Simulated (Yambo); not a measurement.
Yambo run on RbBH$_{4}$ (space group F-43m, No. 216). The wavefunctions come from this Quantum ESPRESSO step (LDA, PseudoDojo standard norm-conserving files, scalar-relativistic):

```
&CONTROL
  calculation = 'nscf'
  pseudo_dir = './pseudo'
  outdir = './out'
/
&SYSTEM
  ibrav = 0
  nat = 6
  ntyp = 3
  ecutwfc = 76.0
  ecutrho = 304.0
  occupations = 'fixed'
  force_symmorphic = .true.
  nbnd = 145
/
&ELECTRONS
  conv_thr = 6.000000000000001e-09
  diago_full_acc = .true.
  diago_thr_init = 1e-08
/
ATOMIC_SPECIES
H 1.0080 H.upf
B 10.8100 B.upf
Rb 85.4678 Rb.upf
CELL_PARAMETERS angstrom
  0.000000000000   3.453240000000   3.453240000000
  3.453240000000   0.000000000000   3.453240000000
  3.453240000000   3.453240000000   0.000000000000
ATOMIC_POSITIONS crystal
H   0.397580000000   0.807260000000   0.397580000000
H   0.397580000000   0.397580000000   0.807260000000
H   0.397580000000   0.397580000000   0.397580000000
H   0.807260000000   0.397580000000   0.397580000000
B   0.500000000000   0.500000000000   0.500000000000
Rb   0.000000000000   0.000000000000   0.000000000000
K_POINTS automatic
4 4 4 0 0 0
```

Yambo input:

```
rim_cut
gw0
dyson
el_el_corr
HF_and_locXC
ppa
em1d
RandQpts= 1000000
RandGvec= 1 Ry
EXXRLvcs= 76 Ry
VXCRLvcs= 304 Ry
Chimod= "HARTREE"
% BndsRnXp
 1 | 143 |
%
NGsBlkXp= 8 Ry
% LongDrXp
 1.0 | 1.0 | 1.0 |
%
PPAPntXp= 27.2114 eV
% GbndRnge
 1 | 143 |
%
GTermKind= "BG"
DysSolver= "n"
ExtendOut
% QPkrange
 1 | 1 | 8 | 9 |
 7 | 7 | 8 | 9 |
%
```

k points by index: 1 = Γ, 7 = X.

Table of the .qp output:

```
#    K-point    Band    Eo [eV]    E [eV]    E-Eo [eV]    Vxc [eV]    Vnlxc [eV]    Sc|Eo [eV]    Sc|E [eV]    dSc/dw|Eo [eV]    Re(Z)    Im(Z)
#
    1    8    0.000000    -2.091646    -2.091646    -12.21989    -16.49935    1.719916    2.187818    -6.086810    0.817201    -0.001351
    1    9    5.910790    7.071346    1.160556    -8.072074    -3.716538    -3.010332    -3.194980    -4.329034    0.862745    -0.999156E-3
    7    8    -0.114874    -2.215337    -2.100463    -12.17110    -16.45938    1.720409    2.187814    -6.054838    0.817986    -0.001350
    7    9    5.629357    6.820704    1.191347    -7.084097    -2.955615    -2.767360    -2.937135    -3.877507    0.875276    -0.918679E-3
```
(The two width columns are left out.) Convergence of these settings isn't established.

Geometry of the Materials Project entry, not relaxed at this level.

The structure is a Materials Project entry; no match was found in the copy of COD used, and its stability was not checked.
